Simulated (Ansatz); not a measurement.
Calculation for Co (hcp type): DFT, PBE, all-electron PAW with datasets made for the crystal, scalar-relativistic (Ansatz 0.2.0). This run: the series' base cell.

The cell comes from a relaxation on PAW files under the same functional.

Command: `ansatz run input.yaml --threads 1 --pin off --max-ram 2048MiB --backend cpu --events-out ev --progress --plain --runs-dir out` It took 16 s on 1 thread of Intel(R) Xeon(R) Platinum 8488C (Sapphire Rapids), on a shared host, peak memory 0.61 GiB.

```yaml
crystal:
  lattice:
    - [2.4547529518, 0.0, 0.0]
    - [-1.2273764759, 2.1258784163, 0.0]
    - [0.0, 0.0, 3.9599782429]
  atoms:
    - { symbol: Co, position: [0.3333333333, 0.6666666667, 0.25] }
    - { symbol: Co, position: [0.6666666667, 0.3333333333, 0.75] }
kpoints:
  mp_grid: { grid: [17, 17, 10] }
scf:
  occupations: { method: fermi_dirac, width: 0.05 }
hamiltonian:
  xc: pbe
  pseudopotentials: { kind: all_electron, datasets: crystal }
output:
  forces: true
  stress: true
  eigenvalues: true
```

Output:

```
hamiltonian.pseudopotentials.datasets: crystal makes datasets for this crystal and solves the spheres of its atoms anew in each pass: cutoff 340.0 eV, the density's 1360.0 eV; for an error of 0.50 meV an atom under PBE, 1.0 meV for the cell; an energy difference from a run of another recipe may be off by several times the error for the cell, under r2SCAN by more, where some 0.1 meV an atom stays at smaller errors; Co in spheres of 1.217 Å, 9 of its electrons in bands, 8 on its site; only band paths and densities of states list, in semicore columns, the levels of the semicore shells that are solved separately: 3s of Co, 3p of Co
Engine: ansatz 0.2.0
Pseudopotentials: kind: all_electron
Pseudopotential: Co, paw, valence charge 17, recommended cutoff 340 eV (normal), crystal/all_electron/pbe/scalar/gaussian/Co, Koelling and Harmon's equation, gaussian nucleus
Functional definition: PBE
  parameter kappa = 0.804
  parameter beta = 0.06672455060314922
  exchange = pbe_x(kappa = kappa, mu = beta*pi^2/3)
  correlation = pbe_c(beta = beta)
Crystal: 2 atoms, lattice volume = 20.665 Å³
Basis set: ecut = 340 eV, 311 PW (Γ), exchange–correlation on 30×30×48 points (8 copies of the dense FFT grid, shifted against one another)
Bands: 13, of which v1, the nominal top of the filled ones, is band 9 counted from 1 (8 counted from 0)
Symmetry: 24 space group operations
Space group: P63/mmc (ITA 194), of the structure as read, at distance tolerance 2.7e-5 Å
k-points: 198 of 2890
Non-local potential: Co, projectors of the file, l = 0: 1, l = 1: 1, l = 2: 2
PAW form: soft (Blöchl's): semilocal exchange-correlation on the pseudo side does not see the compensation charge
PAW one-centre angular grid: Co, 590 points (default); XC on its mesh's 1891 points in the sphere
Initial density: superposition of atomic densities (neutral atoms: chi_scale 0, normalization atom)
Initial wavefunctions: pseudopotential atomic-orbital guess
Functional: x = pbe(κ = 0.804, μ = 0.2195149727645171), c = pbe(β = 0.06672455060314922)
iter 1 solved again at ethr=5.77e-2 eV; its pass at ethr=1.00e-1 eV (dr2=1.04e1 eV) is discarded
SCF iter   1: F=—  HF=-75837.432098 eV  |F-HF|=—  |Δ(HF+E_count)|=         —  Δρ=2.63e-1  dr2=1.04e1  ethr=5.77e-2  ⟨swp⟩=2.0  Hψ=13614  notcnv=0
preconditioner: auto → none  [metal: Δε(μ)=0.002 eV  Ē_g=6.313 eV  σ=0.050 eV  W_gap=0.01  n_scr=2 (ndim 8)  ℏωp=34.7 eV  f_vac=0.000  D(μ)=4.61/eV (n_scr^D=98)  sad-step TF]
iter 2 solved again at ethr=2.34e-4 eV; its pass at ethr=5.77e-2 eV (dr2=4.21e-2 eV) is discarded
SCF iter   2: F=—  HF=-75835.420839 eV  |F-HF|=—  |Δ(HF+E_count)|=    2.01e0  Δρ=2.59e-2  dr2=4.41e-2  ethr=2.34e-4  ⟨swp⟩=3.2  Hψ=12251  notcnv=0  defer=16
SCF iter   3: F=—  HF=-75834.833204 eV  |F-HF|=—  |Δ(HF+E_count)|=   5.88e-1  Δρ=4.14e-2  dr2=2.79e-1  ethr=2.34e-4  ⟨swp⟩=3.8  Hψ=8015  notcnv=0
SCF iter   4: F=—  HF=-75834.743871 eV  |F-HF|=—  |Δ(HF+E_count)|=   8.93e-2  Δρ=7.48e-3  dr2=5.50e-3  ethr=2.34e-4  ⟨swp⟩=3.2  Hψ=7230  notcnv=0
SCF iter   5: F=—  HF=-75834.743583 eV  |F-HF|=—  |Δ(HF+E_count)|=   2.87e-4  Δρ=2.69e-3  dr2=7.02e-4  ethr=3.05e-5  ⟨swp⟩=3.0  Hψ=6958  notcnv=0
SCF iter   6: F=—  HF=-75834.744815 eV  |F-HF|=—  |Δ(HF+E_count)|=   1.23e-3  Δρ=6.94e-4  dr2=3.44e-5  ethr=3.90e-6  ⟨swp⟩=3.0  Hψ=6715  notcnv=0
SCF iter   7: F=—  HF=-75834.744815 eV  |F-HF|=—  |Δ(HF+E_count)|=   8.98e-7  Δρ=2.67e-4  dr2=6.37e-6  ethr=1.91e-7  ⟨swp⟩=2.9  Hψ=6098  notcnv=0
SCF iter   8: F=—  HF=-75834.744814 eV  |F-HF|=—  |Δ(HF+E_count)|=   1.44e-6  Δρ=5.94e-5  dr2=3.11e-7  ethr=3.54e-8  ⟨swp⟩=2.3  Hψ=4752  notcnv=0
SCF iter   9: F=-75834.744814 eV  HF=-75834.744814 eV  |F-HF|=7.38e-9  |Δ(HF+E_count)|=   2.88e-7  Δρ=1.04e-5  dr2=1.23e-8  ethr=1.73e-9  ⟨swp⟩=3.0  Hψ=5343  notcnv=0
SCF 1 converged in 9 iterations: F = -75834.744815 eV  dr2 = 1.23e-8
  Residual-converged pass: ⟨swp⟩=3.4  Hψ=6386  notcnv=0  max |occ|·‖R‖ = 5.2e-6 eV (tolerance 5.3e-6 eV)  dr2=1.22e-8  dr2_onsite=1.61e-8  max |Δocc| = 5.3e-10
  greatest PAW one-centre occupation: 0.721 electrons in one spin orbital (limit 2), on the Co atom at site 0 (counted from 0), in its partial waves of l = 2
SCF converged after 9 iterations
Free energy (F): -75834.744815 eV
Harris-Foulkes:  -75834.744815 eV  (|F-HF|=7.38e-9)
Internal energy: -75834.698074 eV  (E = F + TS)
E sigma→0 (E₀):  -75834.721445 eV
Entropy (-TS):   -0.046741 eV (-23.370 meV/atom)
Past the cutoff: the bands carry plane waves up to 1.75 times it, of which those up to 1.5 times it add -0.000415 eV an atom, each by itself; the spheres take 0.000209 eV an atom off the energy for waves past 1.75 times it
By the cutoff:   a pressure is off by up to 0.009 GPa (1.2 times the spheres' own share and the shells' term, over an atom's volume, and 0.004 GPa: a bound that held against runs at twice the plane waves)
Past the cutoffs: a stress includes 0.0042 GPa for waves and charges beyond them, in addition to the slope of what the spheres take
In the spheres:  the bands' charges fall short by 2.3e-7 e at most (sound up to 1e-3), those of shells solved beside the bands by 1.9e-7 e (sound up to 5e-4)
Fermi energy:    20.199785 eV
--- Per-component energies (eV) ---
  E_band       = 318.636978
  E_kinetic    = 212.204769
  E_local      = -2900.219396  (includes V_loc(G=0)·N_el)
  E_nonlocal   = 273.684216
  E_hartree    = 1584.985409
  E_xc         = -96.595870
  E_vxc        = -111.975416  (∫ρ·V_xc dr)
  E_paw        = -78615.415318  (= ΣΔE_a)
  E_vpaw       = -9549.795675  (= ΣTr[D̂ρ^β])
  E_ewald      = -5518.118472
  E_smearing   = -0.046741  (= −TS)
  E_closure    = 9224.776587  (closes the sum)
  Σ components = -75834.744815   (vs F -75834.744815, Δ=0.00e0)
  The terms above E_closure are by the made datasets' own strengths, without shells solved beside the bands.
--- Forces (eV/Å), atoms counted from 1 ---
  atom   1  Co     0.00000000     0.00000000     0.00000000
  atom   2  Co     0.00000000    -0.00000000     0.00000000
  max |Σ_I F_I| component: 0.00e0 eV/Å
--- Stress (GPa, compression-positive) ---
       -0.087752       0.000000       0.000000
        0.000000      -0.087752       0.000000
        0.000000       0.000000      -0.135141
  P = ⅓ Tr σ = -0.1035 GPa (-1.035 kbar)
  It holds what live shells' own plane waves past their cutoff add
--- Band table (eV; the first three rows and the last of 198) ---
  k-point 0: bands = ["10.9176", "15.2285", "18.2539", "18.2824", "18.2824", "18.6520", "18.6520", "19.0362", "19.0362", "20.0194", "20.2964", "20.2964", "27.4461"]
  k-point 1: bands = ["11.0233", "15.1917", "18.2214", "18.2491", "18.2491", "18.6189", "18.6189", "19.1111", "19.1111", "19.6681", "20.2922", "20.2922", "28.0171"]
  k-point 2: bands = ["11.3358", "15.0432", "18.1303", "18.1877", "18.1877", "18.5308", "18.5308", "18.9155", "19.2932", "19.2932", "20.2712", "20.2712", "29.4620"]
  k-point 197: bands = ["16.5767", "16.5767", "17.0002", "17.0002", "17.7114", "17.7114", "19.0830", "19.0830", "20.3447", "20.3447", "26.0601", "26.0601", "28.3189"]
  guard bands above this table: 0 of the run's 13 bands, where the rule asks 2: the bands that hold charge and the lowest empty level above them stay in the table. A level can be missing at the table's top as with no guard band: raise scf.n_extra_bands
```

Next run (volume at 0.68 of the series' base cell), as changes to the input before:

```diff
   lattice:
-    - [2.4547529518, 0.0, 0.0]
-    - [-1.2273764759, 2.1258784163, 0.0]
-    - [0.0, 0.0, 3.9599782429]
+    - [2.1558269873, 0.0, 0.0]
+    - [-1.0779134936, 1.8670009372, 0.0]
+    - [0.0, 0.0, 3.49131863]
   atoms:
```

Command: `ansatz run input.yaml --threads 1 --pin off --max-ram 2048MiB --backend cpu --events-out ev --progress --plain --runs-dir out` It took 28 s on 1 thread of Intel(R) Xeon(R) Platinum 8488C (Sapphire Rapids), with other jobs on the host, peak memory 0.73 GiB.

Results part of the output:

```
33 of the run's printed levels, from 43.20 eV on, may lie off, as they stand: their residual norms reach 1.6 eV (residual_norms_ev in the JSON report holds each one's)
SCF 1 converged in 8 iterations: F = -75831.290031 eV  dr2 = 7.90e-9
  Residual-converged pass: ⟨swp⟩=4.0  Hψ=6891  notcnv=0  max |occ|·‖R‖ = 5.2e-6 eV (tolerance 5.3e-6 eV)  dr2=7.69e-9  dr2_onsite=3.69e-8  max |Δocc| = 1.3e-9
  greatest PAW one-centre occupation: 0.703 electrons in one spin orbital (limit 2), on the Co atom at site 0 (counted from 0), in its partial waves of l = 2
SCF converged after 8 iterations
Free energy (F): -75831.290031 eV
Harris-Foulkes:  -75831.290031 eV  (|F-HF|=4.70e-8)
Internal energy: -75831.264665 eV  (E = F + TS)
E sigma→0 (E₀):  -75831.277348 eV
Entropy (-TS):   -0.025366 eV (-12.683 meV/atom)
Past the cutoff: the bands carry plane waves up to 1.75 times it, of which those up to 1.5 times it add -0.000117 eV an atom, each by itself; the spheres take 0.000103 eV an atom off the energy for waves past 1.75 times it
By the cutoff:   a pressure is off by up to 0.010 GPa (1.2 times the spheres' own share and the shells' term, over an atom's volume, and 0.004 GPa: a bound that held against runs at twice the plane waves)
Past the cutoffs: a stress includes 0.0070 GPa for waves and charges beyond them, in addition to the slope of what the spheres take
In the spheres:  the bands' charges fall short by 6.7e-8 e at most (sound up to 1e-3), those of shells solved beside the bands by 1.4e-8 e (sound up to 5e-4)
Fermi energy:    31.874611 eV
--- Per-component energies (eV) ---
  E_band       = 500.193558
  E_kinetic    = 374.477355
  E_local      = -2688.733727  (includes V_loc(G=0)·N_el)
  E_nonlocal   = 300.818538
  E_hartree    = 1531.219097
  E_xc         = -178.460970
  E_vxc        = -178.529171  (∫ρ·V_xc dr)
  E_paw        = -77822.409765  (= ΣΔE_a)
  E_vpaw       = -9297.293796  (= ΣTr[D̂ρ^β])
  E_ewald      = -6275.190689
  E_smearing   = -0.025366  (= −TS)
  E_closure    = 8927.015497  (closes the sum)
  Σ components = -75831.290031   (vs F -75831.290031, Δ=0.00e0)
  The terms above E_closure are by the made datasets' own strengths, without shells solved beside the bands.
--- Forces (eV/Å), atoms counted from 1 ---
  atom   1  Co     0.00000000     0.00000000     0.00000000
  atom   2  Co    -0.00000000    -0.00000000     0.00000000
  max |Σ_I F_I| component: 9.25e-18 eV/Å
--- Stress (GPa, compression-positive) ---
      240.227465       0.000000       0.000000
        0.000000     240.227465       0.000000
        0.000000       0.000000     240.033034
  P = ⅓ Tr σ = 240.1627 GPa (2401.627 kbar)
  It holds what live shells' own plane waves past their cutoff add
--- Band table (eV; the first three rows and the last of 198) ---
  k-point 0: bands = ["19.8674", "23.9244", "28.3967", "28.4480", "28.4480", "29.1173", "29.1173", "29.8354", "29.8354", "31.4315", "32.0120", "32.0120", "43.1358"]
  k-point 1: bands = ["20.0120", "23.9369", "28.3399", "28.3953", "28.3953", "29.0586", "29.0586", "29.9626", "29.9626", "31.0133", "32.0087", "32.0087", "43.7378"]
  k-point 2: bands = ["20.4348", "23.9453", "28.1831", "28.2971", "28.2971", "28.9033", "28.9033", "30.0144", "30.2766", "30.2766", "31.9812", "31.9812", "45.3061"]
  k-point 197: bands = ["25.7124", "25.7124", "26.3583", "26.3583", "27.7788", "27.7788", "29.8371", "29.8371", "32.1202", "32.1202", "40.3322", "40.3322", "43.1982"]
  guard bands above this table: 0 of the run's 13 bands, where the rule asks 2: the bands that hold charge and the lowest empty level above them stay in the table. A level can be missing at the table's top as with no guard band: raise scf.n_extra_bands
```

Next run (volume at 0.43 of the series' base cell), as changes to the input before:

```diff
   lattice:
-    - [2.1558269873, 0.0, 0.0]
-    - [-1.0779134936, 1.8670009372, 0.0]
-    - [0.0, 0.0, 3.49131863]
+    - [1.8475876019, 0.0, 0.0]
+    - [-0.9237938009, 1.600057799, 0.0]
+    - [0.0, 0.0, 3.0058462236]
   atoms:
```

Command: `ansatz run input.yaml --threads 1 --pin off --max-ram 2048MiB --backend cpu --events-out ev --progress --plain --runs-dir out` It took 23 s on 1 thread of Intel(R) Xeon(R) Platinum 8488C (Sapphire Rapids), on a shared host, peak memory 0.82 GiB.

Results part of the output:

```
68 of the run's printed levels, from 74.18 eV on, may lie off, as they stand: their residual norms reach 0.60 eV (residual_norms_ev in the JSON report holds each one's)
SCF 1 converged in 8 iterations: F = -75809.909238 eV  dr2 = 1.98e-9
  Residual-converged pass: ⟨swp⟩=3.0  Hψ=8764  notcnv=0  max |occ|·‖R‖ = 5.3e-6 eV (tolerance 5.3e-6 eV)  dr2=1.95e-9  dr2_onsite=2.61e-9  max |Δocc| = 4.6e-10
  greatest PAW one-centre occupation: 0.996 electrons in one spin orbital (limit 2), on the Co atom at site 1 (counted from 0), in its partial waves of l = 0
SCF converged after 8 iterations
Free energy (F): -75809.909238 eV
Harris-Foulkes:  -75809.909238 eV  (|F-HF|=9.17e-10)
Internal energy: -75809.895131 eV  (E = F + TS)
E sigma→0 (E₀):  -75809.902185 eV
Entropy (-TS):   -0.014107 eV (-7.054 meV/atom)
Past the cutoff: the bands carry plane waves up to 1.75 times it, of which those up to 1.5 times it add -0.000245 eV an atom, each by itself; the spheres take 0.000134 eV an atom off the energy for waves past 1.75 times it
By the cutoff:   a pressure is off by up to 0.010 GPa (1.2 times the spheres' own share and the shells' term, over an atom's volume, and 0.004 GPa: a bound that held against runs at twice the plane waves)
Past the cutoffs: a stress includes 0.0041 GPa for waves and charges beyond them, in addition to the slope of what the spheres take
In the spheres:  the bands' charges fall short by 3.7e-7 e at most (sound up to 1e-3)
Fermi energy:    52.586974 eV
--- Per-component energies (eV) ---
  E_band       = 528.068943
  E_kinetic    = 1128.841875
  E_local      = -2170.616434  (includes V_loc(G=0)·N_el)
  E_nonlocal   = 45.851133
  E_hartree    = 1355.323463
  E_xc         = -281.987692
  E_vxc        = -368.956884  (∫ρ·V_xc dr)
  E_paw        = -76579.724800  (= ΣΔE_a)
  E_vpaw       = -8821.137878  (= ΣTr[D̂ρ^β])
  E_ewald      = -7311.019966
  E_smearing   = -0.014107  (= −TS)
  E_closure    = 8003.437290  (closes the sum)
  Σ components = -75809.909238   (vs F -75809.909238, Δ=0.00e0)
  The terms above E_closure are by the made datasets' own strengths, without shells solved beside the bands.
--- Forces (eV/Å), atoms counted from 1 ---
  atom   1  Co    -0.00000000     0.00000000     0.00000000
  atom   2  Co     0.00000000     0.00000000    -0.00000000
  max |Σ_I F_I| component: 1.39e-17 eV/Å
--- Stress (GPa, compression-positive) ---
     1445.722170      -0.000000      -0.000000
       -0.000000    1445.722170      -0.000000
       -0.000000      -0.000000    1443.293637
  P = ⅓ Tr σ = 1444.9127 GPa (14449.127 kbar)
--- Band table (eV; the first three rows and the last of 198) ---
  k-point 0: bands = ["-47.2948", "-45.5089", "-12.3815", "-7.6184", "-7.6184", "-6.9894", "-6.9875", "-6.9875", "38.3215", "39.2958", "45.7322", "45.8475", "45.8475", "47.1701", "47.1701", "48.6045", "48.6045", "52.6805", "52.6805", "53.7007", "71.7887"]
  k-point 1: bands = ["-47.2548", "-45.5569", "-12.2555", "-7.6032", "-7.6032", "-7.1305", "-7.0032", "-7.0032", "38.5419", "39.3936", "45.6350", "45.7574", "45.7574", "47.0560", "47.0560", "48.8414", "48.8414", "52.6882", "52.6882", "53.1504", "72.3988"]
  k-point 2: bands = ["-47.1379", "-45.6949", "-11.8890", "-7.5590", "-7.5590", "-7.5364", "-7.0487", "-7.0487", "39.1589", "39.6741", "45.3882", "45.5878", "45.5878", "46.7561", "46.7561", "49.4352", "49.4352", "51.7229", "52.6685", "52.6685", "73.9645"]
  k-point 197: bands = ["-45.1056", "-45.1056", "-11.2672", "-11.2672", "-10.0838", "-10.0838", "-7.8396", "-7.8396", "41.5223", "41.5223", "42.6516", "42.6516", "45.9716", "45.9716", "48.5490", "48.5490", "52.9612", "52.9612", "66.8445", "66.8445", "70.1761"]
  guard bands above this table: 0 of the run's 21 bands, where the rule asks 2: the bands that hold charge and the lowest empty level above them stay in the table. A level can be missing at the table's top as with no guard band: raise scf.n_extra_bands
```

Spin polarisation is left out, though a magnetic state may lie lower.
